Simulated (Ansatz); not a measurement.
The calculation used DFT PBE, scalar-relativistic, plane waves, PAW in Ansatz. All cells share a 420 eV cutoff and Γ-centred k meshes spaced at most about 0.3 Å⁻¹ (about 0.25 or finer for metals, 2π included). Collinear spin in cells that started with moments and kept them past the coarse steps, no spin elsewhere.

All energies are static (0 K, no zero-point motion).

Compare these two cells of ZnReH, each relaxed at this level.

1. (site moments under 0.1 μB)

```xyz
3
Lattice="2.7206 0.0000 0.0000 0.0000 2.7206 0.0000 0.0000 0.0000 5.1491" Properties=species:S:1:pos:R:3 pbc="T T T"
Zn    0.0000    0.0000    2.5745
Re    0.0000    0.0000    0.0000
H     1.3603    1.3603    0.0000
```

2. (site moments under 0.1 μB)

```xyz
3
Lattice="2.7547 0.0000 0.0000 0.0000 2.7547 0.0000 0.0000 0.0000 4.2786" Properties=species:S:1:pos:R:3 pbc="T T T"
Zn    1.3774    1.3774    2.1393
Re    0.0000    0.0000    0.0000
H     1.3774    1.3774    0.0000
```

Task: Which form is favoured at zero pressure, and by what margin per atom?

Result: Cell 2 is lower, by 143 meV/atom. Cell 1 has space group P4/mmm (No. 123), 12.7 Å³/atom and no gap on its mesh; cell 2 has space group P4/mmm (No. 123), 10.8 Å³/atom and no gap. Counting H atoms around Re and Zn (those within 1.25 times the shortest such distance or 1.15 times the sum of covalent radii; the shortest distance is added where it is long for a bond), cell 1 has Zn 8 from 3.2 Å, Re 4 and cell 2 has Zn 2, Re 4. The denser one is the lower, and pressure would at first widen the difference. Even the lower one lies +0.50 eV/atom against the reference forms of the elements (uncorrected), so neither is stable at this level. Both come from invented guesses.

These runs have no spin–orbit coupling, which can matter for Re. With hydrogen, zero-point motion can shift such differences by 10 meV/atom or more. Cells relaxed within their symmetry can be saddle points.
